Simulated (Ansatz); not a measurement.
Given:

SrP$_{2}$Os$_{2}$:
```yaml
crystal:
  lattice:
    - [-2.02811, 2.02811, 5.67570]
    - [2.02811, -2.02811, 5.67570]
    - [2.02811, 2.02811, -5.67570]
  atoms:
    - { symbol: Sr, position: [0.00000, 0.00000, 0.00000] }
    - { symbol: P, position: [0.35041, 0.35041, 0.00000] }
    - { symbol: P, position: [0.64959, 0.64959, 0.00000] }
    - { symbol: Os, position: [0.75000, 0.25000, 0.50000] }
    - { symbol: Os, position: [0.25000, 0.75000, 0.50000] }
```

This is the r²SCAN-relaxed structure.

**Question.** All from plane-wave PAW r²SCAN (Ansatz code), unless another level is named. Estimate the electronic character.

**Answer.** metallic (no gap).

**Question.** What about the density of states at the Fermi level?

**Answer.** 0.34 states/eV per atom (mean over ±0.08 eV).

**Question.** Give the formation energy from the elements (no fitted shifts).

**Answer.** -757 meV/atom.

Space group I4/mmm. The first step of the workflow began from a Materials Project structure, measured or hypothetical; the Crystallography Open Database copy checked does not list it. Whether it is the stable phase at ambient conditions was not checked. The cell was relaxed with r²SCAN under the symmetry of its start; its stability against distortions is not shown here. The run is not spin-polarised. The references are the lowest solids computed at this level, not always the standard phases. Scalar-relativistic: spin–orbit coupling is off unless named, which matters more the heavier the elements.

Potentials: the later of the program's two PAW sets.
